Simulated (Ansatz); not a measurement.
The end point of a relaxation of GaN. Calculation: r2SCAN (plane waves to 500 eV, PAW, scalar-relativistic; Ansatz, a first-principles code).

```
CELL_PARAMETERS angstrom
      2.96737     0.00000     0.00000
     -1.48369     2.56982     0.00000
      0.00000     0.00000     5.03292
ATOMIC_POSITIONS crystal
  Ga 0.00000 0.00000 0.50000
  Ga 0.00000 0.00000 0.00000
  N  0.66667 0.33333 0.25000
  N  0.33333 0.66667 0.75000
```

### Question
Find the space group and the Wyckoff positions (tolerance 0.01 Å).

### Answer
Space group P6₃/mmc (No. 194); a = b = 2.9674 Å, c = 5.0329 Å, α = β = 90.00°, γ = 120.00°

```
atom  site  symmetry       x       y       z
----  ----  --------  ------  ------  ------
Ga      2a      -3m.  0.0000  0.0000  0.0000
N       2d      -6m2  0.6667  0.3333  0.2500
```

This is the NiAs type.

### Question
Give the shortest distances between elements (the closest pairs, up to four, under 3.6 Å).

### Answer
Ga–N 2.13 Å; Ga–Ga 2.52 Å; N–N 2.97 Å.

The volume per atom comes out as 9.59 Å³ and the density is 7.25 g/cm³. The band gap comes out as 1.91 eV, indirect (valence top at k = (0, 0.1538, 0), conduction bottom at K) (no spin-orbit coupling) and the smallest direct gap comes out as 2.26 eV at Γ.

No spin polarisation in the result.

The run could not lose the symmetry of its start.

The first start was generated by placing the elements on the sites of a structure type. Materials Project lists a structure of GaN in the same space group, P6₃/mmc (No. 194); the sites were not compared with it, nor with measured phases. Known forms of GaN include space group No. 186, 216.
